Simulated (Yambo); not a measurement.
G0W0@PBEsol for BaCuSF (space group P4/nmm, No. 129) in Yambo. Reference settings: 4×4×1 Γ-centred k mesh, bands 9 to 182 and a 6 Ry block in the screening, 182 bands in G with the Bruneval-Gonze terminator, plasmon pole fitted at 27.2 eV. The PBEsol gap Γ → Γ on this mesh is 1.51 eV; G0W0 gaps are taken between the same points.

The settings were changed. The gap went from 2.62 eV to 2.77 eV, and the shift of the valence edge from -0.55 eV to -0.48 eV.

### Question
What was changed between the two runs?
A. 2×2×1 mesh
B. 98 bands in W
C. no terminator
D. 125 bands in G, no terminator

### Answer
B, 98 bands in W. The others gave (gap, valence shift): 125 bands in G, no terminator: 2.60, -0.19 eV; 2×2×1 mesh: 2.55, -0.46 eV; no terminator: 2.58, -0.34 eV.

Geometry of the Materials Project entry, not relaxed at this level; primitive cell a = b = 4.1299 Å, c = 9.1065 Å, α = β = γ = 90.00°.

The structure is a Materials Project entry; no match was found in the copy of COD used, and its stability was not checked.

A shift is the quasiparticle energy of the state minus its PBEsol energy.
